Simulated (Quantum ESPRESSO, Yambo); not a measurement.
SrBrOH (space group C2/m, No. 12). The geometry is that of Materials Project entry mp-1080045, symmetrised and not relaxed again. Chain: norm-conserving LDA (Quantum ESPRESSO, 84 Ry, scalar-relativistic); G0W0 in Yambo (4×4×2 Γ-centred k mesh, 179 bands and a 6 Ry block in the screening, 179 bands in G with the Bruneval-Gonze terminator, plasmon pole fitted at 27.2 eV); BSE (4×4×2 mesh, 12 valence and 17 conduction bands, static screening with 87 bands and a 3 Ry block, scissor 2.41 eV, Tamm-Dancoff).

| Quantity | Value |
|---|---|
| LDA gap (dense path) | 3.95 eV |
| LDA gap Γ → Γ on the GW mesh | 3.95 eV |
| LDA smallest direct gap on the GW mesh, at Γ | 3.95 eV |
| G0W0 direct gap at that point | 6.36 eV |
| G0W0 correction to the gap Γ → Γ | 2.41 eV |
| lowest exciton | no binding energy given (see below) |
| RPA electronic dielectric constant along x | 2.85 (4×4×2 mesh, LDA bands) |

Rough cost of the Yambo steps against G0W0 for 12 states: BSE about 1/3, one RPA spectrum about 1/30.

Convergence of the G0W0 settings was not tested. The BSE states are vertical excitations (zero momentum). Convergence of the RPA response with its 4×4×2 mesh was not tested. The lowest state covers only about 1 of the 32 k points, so the mesh doesn't resolve it: its energy and its distance from the direct gap are mesh artefacts. An extended exciton needs a far denser mesh. Axes are Cartesian, with cell vectors (Å) (5.54, -2.17, 0.00), (5.54, 2.17, 0.00), (-2.15, 0.00, 7.12).

Spin-orbit splittings are left out.

The structure is a Materials Project entry; no match was found in the copy of COD used, and its stability was not checked.
